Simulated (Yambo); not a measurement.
Quantum ESPRESSO input (LDA, PseudoDojo standard norm-conserving files, scalar-relativistic) whose wavefunctions are converted with p2y:

```
&CONTROL
  calculation = 'nscf'
  pseudo_dir = './pseudo'
  outdir = './out'
/
&SYSTEM
  ibrav = 0
  nat = 2
  ntyp = 2
  ecutwfc = 84.0
  ecutrho = 336.0
  occupations = 'fixed'
  force_symmorphic = .true.
  nbnd = 82
/
&ELECTRONS
  conv_thr = 2e-09
  diago_full_acc = .true.
  diago_thr_init = 1e-08
/
ATOMIC_SPECIES
Mg 24.3050 Mg.upf
S 32.0600 S.upf
CELL_PARAMETERS angstrom
  0.000000000000   2.565688111000   2.565688111000
  2.565688111000   0.000000000000   2.565688111000
  2.565688111000   2.565688111000   0.000000000000
ATOMIC_POSITIONS crystal
Mg   0.000000000000   0.000000000000   0.000000000000
S   0.500000000000   0.500000000000   0.500000000000
K_POINTS automatic
4 4 4 0 0 0
```

Yambo's initialisation report on symmetry, reciprocal space, the k grid and the gaps on this mesh:

```
  [02.02] Symmetries
  ==================

  Inversion symmetry    : yes
  Spatial inversion     : yes
  Inversion index       :  25
  K-space Time-reversal : no
  Magnetic symmetries   : no
  Group table correct   : yes
  Symmetries units      :  [cc]

  [02.03] Reciprocal space
  ========================

  nG shells         :  269
  nG charge         :  23589
  nG WFs            :   3707
  nC WFs            :  2996
  G-vecs. in first 26 shells:  [ Number ]
     1    9   15   27   51   59   65   89  113
    137   169   181   229   259   283   307   331   339
    387   411   459   531   537   561   609   645
  ...
  Shell energy in first 26 shells:  [ mHa ]
    0.00000      629.775      839.700      1679.40      2309.18      2519.10      3358.80      3988.58      4198.50
    5038.20      5667.98      6717.60      7347.38      7557.30      8397.00      9026.78      9236.70      10076.4
    10706.2      10916.1      11755.8      12385.6      13435.2      14065.0      14274.9      15114.6
  ...

  [02.04] K-grid lattice
  ======================

  Compatible Grid is   : 3D
  Base K vectors       :  K_min[ 1 ]  K_min[ 2 ]  K_min[ 3 ]
  K_min[ 1 ] :  0.000000  0.250000  0.000000 [rlu]
  K_min[ 2 ] :  0.250000  0.000000  0.000000 [rlu]
  K_min[ 3 ] :  0.000000  0.000000  0.250000 [rlu]
  Grid dimensions      :   4   4   4
  K lattice UC volume  :  0.017003 [a.u.]

  IBZ K-points                                      :   8
  BZ  K-points                                      :   64

  K/Q-points units:
  rlu = crystal or reduced units; cc = cartesian coordinates; iku = interal k-units

  K [1]          [rlu]:  0.000000  0.000000  0.000000
         WF components:  2975
  K [2]          [rlu]:  0.000000  0.000000  0.250000
         WF components:  2947
  K [3]          [rlu]:  0.000000  0.000000 -0.500000
         WF components:  2938
  K [4]          [rlu]:  0.000000  0.250000  0.250000
         WF components:  2906
  K [5]          [rlu]:  0.000000  0.250000 -0.500000
         WF components:  2966
  K [6]          [rlu]:  0.000000  0.250000 -0.250000
         WF components:  2968
  K [7]          [rlu]:  0.000000 -0.500000 -0.500000
         WF components:  2954
  K [8]          [rlu]:  0.250000 -0.500000 -0.250000
         WF components:  2996

  [02.05] Energies & Occupations
  ==============================

  [X] === General ===
  [X] Electronic Temperature                        :  0.000000  0.000000 [eV K]
  [X] Bosonic    Temperature                        :  0.000000  0.000000 [eV K]
  [X] Finite Temperature mode                       : no
  [X] El. density                                   :  0.47367E+24 [cm-3]
  [X] Fermi Level                                   :  6.660527 [eV]

  [X] === Gaps and Widths ===
  [X] Conduction Band Min                           :  2.648599 [eV]
  [X] Valence Band Max                              :  0.000000 [eV]
  [X] Filled Bands                                  :   8
  [X] Empty Bands                                   :    9   82
  [X] Direct Gap                                    :  3.812391 [eV]
  [X] Direct Gap localized at k                     :  1
  [X] Indirect Gap                                  :  2.648599 [eV]
  [X] Indirect Gap between kpts                     :   1   7
  [X] Last valence band width                       :  2.528560 [eV]
  [X] 1st conduction band width                     :  2.906624 [eV]
```
The gaps are LDA values on this mesh alone; only operations without fractional translations are kept.

Geometry relaxed with LDA.
